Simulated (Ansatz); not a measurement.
**Moving the functional in SnTe3**

It takes space group Fm-3m (No. 225, cubic). The conventional cell has a = 7.722 Å, b = 7.722 Å, c = 7.722 Å, α = 90.00°, β = 90.00°, γ = 90.00°. Around Te (site symmetry m-3m) lie 8 Te at 3.34 Å. Te (site symmetry -43m) has 4 Te at 3.34 Å and 4 Sn at 3.34 Å as nearest neighbours. Around Sn (site symmetry m-3m) lie 8 Te at 3.34 Å.

The cell comes from a database or a generator and needn't be the stable form of this composition.

Kept alike: task band structure; k mesh 6 × 6 × 6; occupations fermi-dirac, width 0.05 eV; no spin polarisation. Program: Ansatz, Ansatz PAW. Cutoffs run from 420 to 500 eV. The mesh is that of the run's cell of 4 atoms. No spin-orbit coupling.

| functional | pressure (GPa) |
| --- | --- |
| LDA | -3.78 |
| PBE | 0.14 |
| PBEsol | -2.80 |
| r2SCAN | 0.03 |

Pressure is positive in compression, with a Pulay correction for the finite cutoff. For a metal such a mesh leaves the last digits unconverged. All rows use potentials made for PBE.

Task: What does the functional change here?

Result: The pressure runs from -3.78 (LDA) to 0.14 GPa (PBE). From PBE: LDA -3.92; PBEsol -2.94; r2SCAN -0.11.
